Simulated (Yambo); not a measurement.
Yambo run on SiO₂ (space group Ama2, No. 40). The wavefunctions are PBEsol (pw.x of Quantum ESPRESSO, ONCV potentials, scalar-relativistic) ones on a 1×2×2 mesh (32 occupied bands); a = 8.277 Å, b = c = 5.055 Å, α = 121.21°, β = γ = 90.00°.

Yambo input:

```
rim_cut
gw0
dyson
el_el_corr
HF_and_locXC
ppa
em1d
RandQpts= 1000000
RandGvec= 1 Ry
EXXRLvcs= 84 Ry
VXCRLvcs= 336 Ry
Chimod= "HARTREE"
% BndsRnXp
 1 | 261 |
%
NGsBlkXp= 7 Ry
% LongDrXp
 1.0 | 1.0 | 1.0 |
%
PPAPntXp= 27.2114 eV
% GbndRnge
 1 | 169 |
%
GTermKind= "none"
DysSolver= "n"
ExtendOut
% QPkrange
 1 | 1 | 32 | 33 |
%
```

k points by index: 1 = Γ.

Table of the .qp output:

```
#    K-point    Band    Eo [eV]    E [eV]    E-Eo [eV]    Vxc [eV]    Vnlxc [eV]    Sc|Eo [eV]    Sc|E [eV]    dSc/dw|Eo [eV]    Re(Z)    Im(Z)
#
    1    32    0.000000    -1.455274    -1.455274    -19.72275    -25.58669    4.103722    4.408669    -5.701637    0.826765    -0.990771E-3
    1    33    5.814061    7.045273    1.231212    -9.445091    -5.305889    -2.746287    -2.907990    -3.573650    0.883915    -0.717472E-3
```
(The two width columns are left out.) Convergence of these settings isn't established.

Geometry of the Materials Project entry, not relaxed at this level.

This is not the ordinary phase of the substance; no match was found in the copy of COD used, and its stability was not checked.
